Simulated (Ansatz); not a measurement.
Consider a crystal of Zr3S2 in space group I-4m2 (No. 119), with Zr on 4e and 2a; S on 2c and 2b.

Theory: DFT PBE, scalar-relativistic, plane waves, PAW in Ansatz 0.2.0. Cutoff 420 eV, Γ-centred mesh, Gaussian smearing, no spin polarisation.

Formation energies are uncorrected and refer to the elements' standard structures at the same level.

Problem. Give the relaxed lattice parameters and positions.

Solution.

Space group I-4m2 (No. 119). a = 3.540 Å, b = 3.540 Å, c = 17.331 Å, α = 90.00°, β = 90.00°, γ = 90.00°
```csv
atom,site,symmetry,x,y,z
Zr,4e,2mm.,0.5000,0.5000,0.1436
Zr,2a,-4m2,0.0000,0.0000,0.0000
S,2c,-4m2,0.0000,0.5000,0.2500
S,2b,-4m2,0.5000,0.5000,0.0000
```

Zr on a site of symmetry 2mm has 3 S at 2.49–2.56 Å; around Zr on a site of symmetry -4m2 lie 4 S at 2.50 Å; S on its first site has 4 Zr at 2.56 Å; S on its second site has 6 Zr at 2.49–2.50 Å. Another local minimum with the same sites may exist.

Problem. Where does its energy lie, and is it a metal?

Solution. The formation energy is −1.01 eV/atom and the gap on the 14×14×14 mesh of the 5-atom cell is 0 eV (a metal).

The last run used Gaussian smearing of 0.10 eV. The reference form of S is held partly by dispersion forces, which this level lacks. Symmetry constrained the relaxation, so the result can be a saddle point. Another cell of Zr3S2 relaxed alike, in R32 (a Materials Project cell), lies 87 meV/atom lower, so this cell isn't the stable form at this level.
